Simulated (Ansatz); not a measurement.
The end point of a relaxation of HgSe. Space group F-43m (No. 216), zinc blende type. Calculation: PBEsol (plane waves to 420 eV, PAW, scalar-relativistic; Ansatz, an electronic-structure program).

```cif
data_Hg4Se4
_chemical_formula_sum 'Hg4 Se4'
_space_group_name_H-M_alt 'F-43m'
_space_group_IT_number 216
_space_group_name_Hall 'F -4 2 3'
_cell_length_a 6.13258
_cell_length_b 6.13258
_cell_length_c 6.13258
_cell_angle_alpha 90.000
_cell_angle_beta 90.000
_cell_angle_gamma 90.000
loop_
_atom_site_label
_atom_site_type_symbol
_atom_site_symmetry_multiplicity
_atom_site_Wyckoff_symbol
_atom_site_fract_x
_atom_site_fract_y
_atom_site_fract_z
_atom_site_occupancy
Hg1 Hg 4 a 0.00000 0.00000 0.00000 1
Se1 Se 4 c 0.25000 0.25000 0.25000 1
```
(The calculation used a cell of 2 atoms; values per cell refer to that cell.)

### Question
Estimate the band gap that PBEsol returns for this input.

### Answer
Zero (the bands touch at this level, without spin-orbit coupling).

No spin polarisation in the result. Without spin-orbit coupling the bands of the heavy element are not split, so the gap can be far off. The gap comes from the SCF mesh and the high-symmetry points alone.

Measured for HgSe: a 6.085 Å (room temperature; as listed in Cardona et al., arXiv (2009)). Computed minus measured — a: PBEsol +0.8 %. The computed values are for a static lattice.

It was reached from a disturbed copy of a P4₂/mmc (No. 131) cell, against which it lies -0.29 eV/atom.
